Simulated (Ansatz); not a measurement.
ZnCl₂:
```
ZnCl2
1.0
    3.59147     0.00000     0.00000
    0.00000     3.59147     0.00000
    0.00000     0.00000    10.27886
Zn Cl
2 4
Direct
  0.00000   0.00000   0.00000
  0.50000   0.50000   0.50000
  0.50000   0.00000   0.13061
  0.50000   0.00000   0.63061
  0.00000   0.50000   0.36939
  0.00000   0.50000   0.86939
```

Relaxed with LDA. Independent-particle spectrum: no excitons, no local fields, no scissors shift; 0.1 eV broadening; ε₁ of the summed bands alone.

### Question
Tabulate the dielectric function from LDA in the plane-wave PAW code Ansatz.

### Answer


| E (eV) | ε₁ xx | ε₂ xx | ε₁ zz | ε₂ zz |
|---|---|---|---|---|
| 0.0 | 3.78 | 0.00 | 3.80 | 0.00 |
| 0.5 | 3.79 | 0.00 | 3.81 | 0.00 |
| 1.0 | 3.83 | 0.00 | 3.85 | 0.00 |
| 1.5 | 3.88 | 0.00 | 3.90 | 0.00 |
| 2.0 | 3.97 | 0.00 | 3.99 | 0.00 |
| 2.5 | 4.10 | 0.00 | 4.12 | 0.00 |
| 3.0 | 4.30 | 0.00 | 4.30 | 0.00 |
| 3.5 | 4.66 | 0.00 | 4.61 | 0.00 |
| 4.0 | 4.98 | 0.47 | 5.17 | 0.41 |
| 4.5 | 5.16 | 0.71 | 5.22 | 0.79 |
| 5.0 | 5.55 | 1.07 | 5.48 | 1.12 |
| 5.5 | 5.82 | 1.76 | 5.81 | 1.75 |
| 6.0 | 6.42 | 2.63 | 4.98 | 2.89 |
| 6.5 | 4.95 | 3.45 | 4.81 | 2.25 |
| 7.0 | 4.44 | 3.17 | 5.95 | 2.22 |
| 7.5 | 4.61 | 3.71 | 6.75 | 3.70 |
| 8.0 | 4.42 | 4.95 | 4.81 | 7.01 |
| 8.5 | 3.01 | 5.58 | 2.79 | 8.00 |
| 9.0 | 1.90 | 4.84 | 1.66 | 6.39 |
| 9.5 | 2.35 | 5.22 | 1.63 | 5.73 |
| 10.0 | 1.45 | 5.38 | 0.36 | 4.58 |
| 10.5 | -0.46 | 6.14 | -0.65 | 5.52 |
| 11.0 | -0.45 | 5.02 | -1.25 | 3.66 |
| 11.5 | -1.38 | 4.25 | 0.01 | 4.13 |
| 12.0 | -1.33 | 2.75 | -1.31 | 2.58 |

### Question
From ε at 5.6 eV (xx: 5.87 + 1.95i), find n, k, the normal reflectivity and the absorption coefficient.

### Answer
n = 2.46, k = 0.397, R = 19 %, α = 2kE/ħc = 230000 cm⁻¹.

With all bands, ε∞ without local fields is 3.86 (xx = yy), 3.88 (zz). DFPT, with local fields, gives 3.51 (xx = yy), 3.27 (zz).

Space group P4_2/nmc. The first step of the workflow began from a Materials Project structure, measured or hypothetical; the Crystallography Open Database files this formula in space group No. 137, but the cells were not matched. Whether it is the stable phase at ambient conditions was not checked. The cell was relaxed with LDA under the symmetry of its start; its stability against distortions is not shown here. A crystal of weakly bound layers computed without a dispersion correction: the cell and the soft elastic constants depend strongly on that.

Potentials: the later of the program's two PAW sets.
